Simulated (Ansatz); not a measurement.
Frames from the relaxation of a relaxed Sr cell, doubled along one cell vector, shaken by Gaussian noise of σ = 0.08 Å a coordinate, as extended XYZ (Å, eV, eV/Å, GPa with compression positive). Method: r2SCAN (plane waves to 500 eV, PAW, scalar-relativistic; Ansatz, a quantum-chemistry and plane-wave program). Γ-centred k-mesh 9×5×6 on the run's cell (coarser than for final values), Fermi–Dirac smearing 0.05 eV.

```xyz
4
Lattice="-3.7179 3.7179 2.0132 7.4358 -7.4358 4.0265 3.7179 3.7179 -2.0132" Properties=species:S:1:pos:R:3:forces:R:3 pbc="T T T" step=1 free_energy=-14219.475 pressure=0.0 accepted=T
Sr     0.0397     3.7600     0.9658   -0.0141   -0.0224    0.2022
Sr     3.6670    -0.0081     3.0811    0.1374   -0.0768   -0.2252
Sr    -0.0396     0.0275     0.0475    0.0579    0.0433    0.0053
Sr     3.7988    -3.7610     2.0958   -0.1811    0.0559    0.0177
4
Lattice="-3.7100 3.7248 2.0100 7.4231 -7.4509 4.0285 3.7076 3.7230 -2.0113" Properties=species:S:1:pos:R:3:forces:R:3 pbc="T T T" step=2 free_energy=-14219.497 pressure=0.0 accepted=T
Sr     0.0271     3.7691     0.9931   -0.0143    0.0073    0.0526
Sr     3.6931    -0.0306     3.0350    0.0410   -0.0347   -0.0919
Sr    -0.0232     0.0419     0.0592    0.0409    0.0210    0.0346
Sr     3.7546    -3.7655     2.1025   -0.0676    0.0064    0.0047
4
Lattice="-3.6720 3.7764 2.0049 7.3615 -7.5497 4.0364 3.6476 3.7505 -2.0020" Properties=species:S:1:pos:R:3:forces:R:3 pbc="T T T" step=3 free_energy=-14219.539 pressure=0.0 accepted=T
Sr    -0.0113     3.9266     0.9361    0.0193    0.0879   -0.1900
Sr     3.7035    -0.1724     2.8979   -0.0501   -0.0631    0.0288
Sr     0.0187     0.1670     0.1765   -0.0378    0.0774    0.1025
Sr     3.6606    -3.9247     2.1907    0.0687   -0.1022    0.0586
```

The path has 13 moves and ends in I4/mmm (No. 139) at a tolerance of 0.01 Å, Fm-3m (No. 225) at 0.1 Å, 0.25 eV/atom below its start. Free energies are of the whole cell and compare only within this code, potentials and settings.  No spin polarisation in the result.

The end of the path is a generated cell of Sr: the first start was made by placing the elements on the sites of a structure type, and the end was not matched to a known phase here, so it may be hypothetical. Known forms of Sr include space group No. 225.
